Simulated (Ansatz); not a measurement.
K (omega (AlB2-type)): energy against volume

The calculation used DFT, LDA (PW92), plane waves (420 eV) with PAW, scalar-relativistic (Ansatz 0.2.0). (PAW data from PBE, frozen cores regenerated.)

The cell is scaled uniformly from the relaxed one, with fractional coordinates and shape fixed. Energies are extrapolated to zero smearing, pressures are those at the given smearing. Magnetic state: spin not included.

A Birch-Murnaghan fit gives V₀ = 64.56 Å³/atom, B₀ = 4.4 GPa, B₀′ = 3.8.

Q: What are the energy above the minimum and the pressure at 59.561 Å³/atom?

A: 6.0 meV/atom and 0.42 GPa as computed.

Q: What are the energy above the minimum and the pressure at 62.150 Å³/atom?

A: 1.3 meV/atom and 0.19 GPa as computed.

Q: What are the energy above the minimum and the pressure at 69.919 Å³/atom?

A: 5.3 meV/atom and -0.29 GPa as computed.
